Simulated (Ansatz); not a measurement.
Si:
Space group I4/mmm (No. 139); a = b = 3.3546 Å, c = 6.1233 Å, α = β = γ = 90.00°

```
atom  site  symmetry       x       y       z
----  ----  --------  ------  ------  ------
Si      4e       4mm  0.0000  0.0000  0.1919
```
(The calculation used a cell of 2 atoms; values per cell refer to that cell.)

Relaxed at zero pressure with the program Ansatz at the PBEsol level (PAW).

### Question
The volume is lowered by 9 % and shape and atoms relax at that volume. What pressure results, and how do the axes share the change?

### Answer
11.4 GPa; a -2.6 %, b -2.6 %, c -4.1 %; the energy rises by 51 meV/atom.

### Question
Give the new structure.

### Answer

Space group I4/mmm (No. 139); a = b = 3.267 Å, c = 5.875 Å, α = β = γ = 90.00°

```csv
atom,site,symmetry,x,y,z
Si,4e,4mm,0.0000,0.0000,0.1946
```

The phase is kept; no other phase was compared at this pressure.

The start of the workflow was typed in or built on a structure type; the Crystallography Open Database copy checked does not list it. It is not the phase usual at ambient conditions (space group No. 227). The PBEsol relaxation kept the symmetry of its start. At this level the phase is mechanically unstable.

Potentials: the later of the program's two PAW sets.
